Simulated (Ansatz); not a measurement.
Input and output for F (F2 molecule in a box): DFT, PBEsol, all-electron PAW with datasets made for the crystal, scalar-relativistic (Ansatz 0.2.0).

The cell comes from a relaxation on PAW files under the same functional, begun from a database entry that needn't be the ground state.

Command: `ansatz run input.yaml --threads 4 --pin off --max-ram 10240MiB --backend cpu --events-out ev --progress --plain --runs-dir out` It took 5.7 s on 4 threads of Arm Neoverse V1, with other jobs on the host, peak memory 1.2 GiB.

```yaml
crystal:
  lattice:
    - [9.0, 0.0, 0.0]
    - [0.0, 9.2, 0.0]
    - [0.0, 0.0, 10.4]
  atoms:
    - { symbol: F, position: [0.5, 0.5, 0.4327798393] }
    - { symbol: F, position: [0.5, 0.5, 0.5672201607] }
kpoints:
  mp_grid: { grid: [1, 1, 1] }
scf:
  occupations: { method: fermi_dirac, width: 0.01 }
hamiltonian:
  xc: pbesol
  pseudopotentials: { kind: all_electron, datasets: crystal }
output:
  forces: true
  stress: true
  eigenvalues: true
```

Output:

```
hamiltonian.pseudopotentials.datasets: crystal makes datasets for this crystal and solves the spheres of its atoms anew in each pass: cutoff 860.0 eV, the density's 3440.0 eV; for an error of 0.50 meV an atom under PBE, 1.0 meV for the cell; an energy difference from a run of another recipe may be off by several times the error for the cell, under r2SCAN by more, where some 0.1 meV an atom stays at smaller errors; F in spheres of 0.699 Å, 7 of its electrons in bands
Engine: ansatz 0.2.0
Pseudopotentials: kind: all_electron
Pseudopotential: F, paw, valence charge 7, recommended cutoff 860 eV (normal), crystal/all_electron/pbesol/scalar/gaussian/F, Koelling and Harmon's equation, gaussian nucleus
Functional definition: PBEsol
  exchange = pbesol_x
  correlation = pbesol_c
Crystal: 2 atoms, lattice volume = 861.120 Å³
Basis set: ecut = 860 eV, 49349 PW (Γ), exchange–correlation on 180×180×200 points (8 copies of the dense FFT grid, shifted against one another)
Bands: 11, of which v1, the nominal top of the filled ones, is band 7 counted from 1 (6 counted from 0)
Symmetry: 8 space group operations
Space group: Pmmm (ITA 47), of the structure as read, at distance tolerance 9.5e-5 Å
k-points: 1
Non-local potential: F, projectors of the file, l = 0: 1, l = 1: 1
PAW form: soft (Blöchl's): semilocal exchange-correlation on the pseudo side does not see the compensation charge
PAW one-centre angular grid: F, 110 points (default); XC on its mesh's 1811 points in the sphere
Initial density: superposition of atomic densities (neutral atoms: chi_scale 0, normalization atom)
Initial wavefunctions: pseudopotential atomic-orbital guess
Functional: x = pbesol(κ = 0.804, μ = 0.12345679012345678), c = pbesol(β = 0.046)
iter 1 solved again at ethr=1.27e-2 eV; its pass at ethr=1.00e-1 eV (dr2=1.78e0 eV) is discarded
SCF iter   1: F=—  HF=-5416.989571 eV  |F-HF|=—  |Δ(HF+E_count)|=         —  Δρ=3.00e-2  dr2=1.66e0  ethr=1.27e-2  ⟨swp⟩=9.0  Hψ=79  notcnv=0
preconditioner: auto → Resta (q_TF=auto, 1.373 Å⁻¹)  ε∞=1.1  [insulator: Δε(μ)=5.031 eV  Ē_g=11.248 eV  σ=0.010 eV  W_gap=1.00  n_scr=30 (ndim 8)  ℏωp=4.0 eV  f_vac=0.929  D(μ)=0.00/eV (n_scr^D=0)  ε∞_Penn≈1.1  vacuum switching on, ρ_ref=9.2e-3 e/Å³]
SCF iter   2: F=—  HF=-5416.289255 eV  |F-HF|=—  |Δ(HF+E_count)|=   7.00e-1  Δρ=1.32e-2  dr2=2.76e-1  ethr=1.19e-2  ⟨swp⟩=2.0  Hψ=22  notcnv=0
iter 3 solved again at ethr=3.41e-5 eV; its pass at ethr=1.97e-3 eV (dr2=4.78e-3 eV) is discarded
SCF iter   3: F=—  HF=-5416.160963 eV  |F-HF|=—  |Δ(HF+E_count)|=   1.28e-1  Δρ=1.22e-3  dr2=5.00e-3  ethr=3.41e-5  ⟨swp⟩=5.0  Hψ=62  notcnv=0  defer=1
SCF iter   4: F=—  HF=-5416.159326 eV  |F-HF|=—  |Δ(HF+E_count)|=   1.64e-3  Δρ=2.82e-4  dr2=3.03e-4  ethr=3.41e-5  ⟨swp⟩=4.0  Hψ=31  notcnv=0  defer=1
SCF iter   5: F=—  HF=-5416.159737 eV  |F-HF|=—  |Δ(HF+E_count)|=   4.11e-4  Δρ=6.93e-5  dr2=9.66e-6  ethr=2.16e-6  ⟨swp⟩=4.0  Hψ=40  notcnv=0  defer=2
SCF iter   6: F=—  HF=-5416.159711 eV  |F-HF|=—  |Δ(HF+E_count)|=   2.61e-5  Δρ=2.23e-5  dr2=9.60e-7  ethr=6.90e-8  ⟨swp⟩=3.0  Hψ=22  notcnv=0  defer=1
iter 7 did not close the SCF: its close was put off until two iterations running show no level that it waits for move by more than its bar (scf_convergence_deferred on its scf_iter line)
SCF iter   7: F=-5416.159712 eV  HF=-5416.159712 eV  |F-HF|=3.86e-9  |Δ(HF+E_count)|=   1.82e-7  Δρ=2.10e-6  dr2=9.19e-9  ethr=6.86e-9  ⟨swp⟩=3.0  Hψ=25  notcnv=0
SCF iter   8: F=-5416.159712 eV  HF=-5416.159712 eV  |F-HF|=1.67e-10  |Δ(HF+E_count)|=  2.11e-10  Δρ=2.65e-7  dr2=2.36e-10  ethr=6.57e-11  ⟨swp⟩=3.0  Hψ=25  notcnv=0
SCF 1 converged in 8 iterations: F = -5416.159712 eV  dr2 = 2.36e-10
  Residual-converged pass: ⟨swp⟩=2.0  Hψ=13  notcnv=0  max |occ|·‖R‖ = 4.9e-6 eV (tolerance 5.3e-6 eV)  dr2=2.36e-10  dr2_onsite=1.39e-10  max |Δocc| = 0.0e0
  greatest PAW one-centre occupation: 0.789 electrons in one spin orbital (limit 2), on the F atom at site 1 (counted from 0), in its partial waves of l = 0
SCF converged after 8 iterations
Free energy (F): -5416.159712 eV
Harris-Foulkes:  -5416.159712 eV  (|F-HF|=1.67e-10)
Internal energy: -5416.159712 eV  (E = F + TS)
E sigma→0 (E₀):  -5416.159712 eV
Past the cutoff: the bands carry plane waves up to 1.75 times it, of which those up to 1.5 times it add -0.000169 eV an atom, each by itself; the spheres take 0.000074 eV an atom off the energy for waves past 1.75 times it
By the cutoff:   a pressure is off by up to 0.004 GPa (1.2 times the spheres' own share and the shells' term, over an atom's volume, and 0.004 GPa: a bound that held against runs at twice the plane waves)
Past the cutoffs: a stress includes 0.0000 GPa for waves and charges beyond them, in addition to the slope of what the spheres take
In the spheres:  the bands' charges fall short by 2.4e-8 e at most (sound up to 1e-3)
Fermi energy:    -7.233060 eV
--- Per-component energies (eV) ---
  E_band       = -240.007411
  E_kinetic    = 544.760331
  E_local      = -2847.491218  (includes V_loc(G=0)·N_el)
  E_nonlocal   = -71.011410
  E_hartree    = 1246.112447
  E_xc         = -185.033031
  E_vxc        = -241.425717  (∫ρ·V_xc dr)
  E_paw        = -5090.851269  (= ΣΔE_a)
  E_vpaw       = -1015.862820  (= ΣTr[D̂ρ^β])
  E_ewald      = 88.556490
  E_smearing   = -0.000000  (= −TS)
  E_closure    = 898.797946  (closes the sum)
  Σ components = -5416.159712   (vs F -5416.159712, Δ=0.00e0)
  The terms above E_closure are by the made datasets' own strengths, without shells solved beside the bands.
--- Forces (eV/Å), atoms counted from 1 ---
  atom   1  F     -0.00000000     0.00000000     0.04822392
  atom   2  F     -0.00000000    -0.00000000    -0.04822392
  max |Σ_I F_I| component: 2.69e-24 eV/Å
--- Stress (GPa, compression-positive) ---
        0.000033      -0.000000       0.000000
       -0.000000       0.000019       0.000000
        0.000000       0.000000      -0.012525
  P = ⅓ Tr σ = -0.0042 GPa (-0.042 kbar)
--- Band table (eV) ---
  k-point 0: bands = ["-33.8892", "-27.2526", "-15.3036", "-12.6691", "-12.6691", "-9.1101", "-9.1101", "-5.3629", "-0.2031"]
```
